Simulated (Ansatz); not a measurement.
MgS: relaxation step by step

The guess for MgS was made by a generator: sheets of the NaI type as a bilayer (elements of the layers in order: MgS (NaI type), MgS (NaI type)). A sheet's type names the database crystal that the layer was cut from. Lengths were set from tabulated atomic sizes, so they are only a guess.

The sheet is periodic along a and b; c holds vacuum.

```xyz
4
Lattice="3.5723 0.0000 0.0000 0.0000 3.5723 0.0000 0.0000 0.0000 18.0000" Properties=species:S:1:pos:R:3 pbc="T T F"
Mg    0.0000    0.0000    7.1100
Mg    1.7861    1.7861   10.8900
S     1.7861    1.7861    7.1100
S     0.0000    0.0000   10.8900
```

Method: DFT PBE+D3(BJ), scalar-relativistic, plane waves, PAW (Ansatz). Cutoff 420 eV, Gaussian smearing, Γ-centred meshes. In-plane cell and atoms relax first on a coarse mesh and then on a converged one. The steps can't lower the symmetry of their start. No spin polarisation.

Steps on the 6×6×1 mesh (4 atoms, 8 steps). The free energy counts from the last step; the plane-wave basis is renewed at times, which shifts energy and pressure.

```tsv
step	ΔF (meV/atom)	largest force component (eV/Å)
1	244.1	0.391
2	181.3	0.491
3	109.1	0.628
4	37.2	0.560
5	2.0	0.171
6	1.7	0.200
7	0.0	0.012
8	0.0	0.011
```

The relaxed structure, after a last relaxation on the converged mesh:

```xyz
4
Lattice="3.5578 0.0000 0.0000 0.0000 3.5578 0.0000 0.0000 0.0000 31.3600" Properties=species:S:1:pos:R:3 pbc="T T F"
Mg    0.0000    0.0000    7.8868
Mg    1.7789    1.7789   10.1132
S     1.7789    1.7789    7.5627
S     0.0000    0.0000   10.4373
```

The symmetry stays p4/nmm (No. 64). The area per atom shrinks by 0.8 %, from 3.2 to 3.2 Å². The shortest distance goes from 2.53 Å (Mg–S) to 2.54 Å (Mg–S). The energy falls by about 0.24 eV/atom (the start's value is from the coarse mesh). The program sets the height of the box itself, so the height of the cell differs between start and end. Mg at height 0.32 Å has 5 S at 2.54–2.55 Å; S at height 0.00 Å has 5 Mg at 2.54–2.55 Å.

| Property | Result |
| --- | --- |
| Area per atom | 3.16 Å² |
| Thickness between the outermost nuclei | 2.87 Å |
| Formation energy | −1.299 eV/atom |
| Gap on the 6×6×1 mesh of the 4-atom cell | 3.42 eV |

The zero of energy is the elements' standard structures at the same level; no fitted shifts are applied.

The last run used Gaussian smearing of 0.02 eV. Kohn–Sham gaps at this level usually fall short of measured ones. A later test with randomly moved atoms came back to the same energy, though modes that don't fit the test's cell weren't probed. In all, the 3 runs took 57 s on 1 thread of Arm Neoverse V2, on a shared host.
